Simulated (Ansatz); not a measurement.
Here is the system:

GaP:
```xyz
8
Lattice="6.6556 0.0000 0.0000 0.0000 6.6556 0.0000 0.0000 0.0000 3.8590" Properties=species:S:1:pos:R:3 pbc="T T T"
Ga     2.1582     4.4975     0.0000
Ga     4.4975     2.1582     0.0000
Ga     5.4860     5.4860     1.9295
Ga     1.1696     1.1696     1.9295
P      2.1087     2.1087     0.0000
P      4.5469     4.5469     0.0000
P      1.2191     5.4365     1.9295
P      5.4365     1.2191     1.9295
```

This is the r²SCAN-relaxed structure.

Task: All from r²SCAN (plane waves, PAW; program Ansatz), unless another level is named. Give the formation energy from the elements (no fitted shifts).

Result: -0.44 eV/atom.

Task: What about the smallest direct gap on the standard path?

Result: 1.65 eV.

Task: What about the hole effective mass with spin–orbit coupling?

Result: 0.23, 0.25, 0.96 mₑ (principal values).

Task: Next, the band gap?

Result: 1.43 eV (indirect).

Task: Next, the conduction-band minimum?

Result: at A.

Task: Give the valence-band maximum.

Result: on the M–Γ line, 94 % of the way from M.

Space group P4_2/mnm. The start of the workflow was typed in or built on a structure type; neither database checked (COD, Materials Project) lists it. It is not the phase usual at ambient conditions (space group No. 216). The cell was relaxed with r²SCAN under the symmetry of its start; whether a distortion lowers the energy is not shown. The volume moved by 17 % from the start of the relaxation. The references are the lowest solids computed at this level, not always the standard phases. Scalar-relativistic: spin–orbit coupling is off unless named, which matters more the heavier the elements.

Potentials: the earlier of the program's two PAW sets. The files were generated under PBE; for other functionals the program regenerates the frozen cores, and for LDA and PBEsol the local potential too.
